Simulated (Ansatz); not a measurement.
KI:
```cif
data_I4K4
_chemical_formula_sum 'K4 I4'
_space_group_name_H-M_alt 'Fm-3m'
_space_group_IT_number 225
_space_group_name_Hall '-F 4 2 3'
_cell_length_a 7.18234
_cell_length_b 7.18234
_cell_length_c 7.18234
_cell_angle_alpha 90.000
_cell_angle_beta 90.000
_cell_angle_gamma 90.000
loop_
_atom_site_label
_atom_site_type_symbol
_atom_site_symmetry_multiplicity
_atom_site_Wyckoff_symbol
_atom_site_fract_x
_atom_site_fract_y
_atom_site_fract_z
_atom_site_occupancy
K1 K 4 a 0.00000 0.00000 0.00000 1
I1 I 4 b 0.50000 0.50000 0.50000 1
```
(The calculation used a cell of 2 atoms; values per cell refer to that cell.)

Relaxed with PBE.

Question: Decompose the optical modes at the zone centre into irreducible representations, and say which are infrared and Raman allowed.

Answer: Point group m-3m: Γ_opt = T1u. Infrared: T1u. Raman: none.

Question: Assign frequencies (DFPT, PBE in the plane-wave PAW code Ansatz; without the LO–TO term).

Answer: T1u 88 cm⁻¹.

The cell was relaxed with PBE under the symmetry of its start; phonons on a q-mesh show no instability. Scalar-relativistic: spin–orbit coupling is off unless named, which matters more the heavier the elements.

Potentials: the later of the program's two PAW sets.
